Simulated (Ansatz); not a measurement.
The end of the path is a generated cell of SiRh2: the first start was made by placing the elements on the sites of a structure type, and the end was not matched to a known phase here, so it may be hypothetical.

A geometry of SiRh2 away from equilibrium: step 4 of the relaxation of a generated cell, SiRh2 built in the AFLOW prototype AB2_cF48_227_c_e (as in Ti2C). Level of theory: r2SCAN (plane waves to 500 eV, PAW, scalar-relativistic; Ansatz, a quantum-chemistry and plane-wave program). Γ-centred k-mesh 6×6×6 on the run's cell, Fermi–Dirac smearing 0.05 eV. The plane waves were selected for a different cell earlier on the path.

```
SiRh2
1.0
    0.00000     4.43793     4.43793
    4.43793     0.00000     4.43793
    4.43793     4.43793     0.00000
Si Rh
4 8
Direct
  0.62500   0.62500   0.62500
  0.12500   0.62500   0.62500
  0.62500   0.12500   0.62500
  0.62500   0.62500   0.12500
  0.88477   0.88477   0.88477
  0.34569   0.88477   0.88477
  0.88477   0.34569   0.88477
  0.88477   0.88477   0.34569
  0.36523   0.36523   0.36523
  0.90431   0.36523   0.36523
  0.36523   0.90431   0.36523
  0.36523   0.36523   0.90431
```

Problem. Give the Cartesian forces on all atoms (eV/Å).

Solution. 
```
atom     Fx     Fy     Fz
----  -----  -----  -----
Si1    0.00   0.00   0.00
Si2    0.00   0.00   0.00
Si3    0.00   0.00   0.00
Si4    0.00   0.00   0.00
Rh5    0.34   0.34   0.34
Rh6    0.34  -0.34  -0.34
Rh7   -0.34   0.34  -0.34
Rh8   -0.34  -0.34   0.34
Rh9   -0.34  -0.34  -0.34
Rh10  -0.34   0.34   0.34
Rh11   0.34  -0.34   0.34
Rh12   0.34   0.34  -0.34
```

The path ends in Fd-3m (No. 227) (AFLOW prototype AB2_cF48_227_c_e (as in Ti2C)). No spin polarisation in the result.

The run could not lose the symmetry of its start: the end is stationary, and may be a saddle point rather than a minimum.
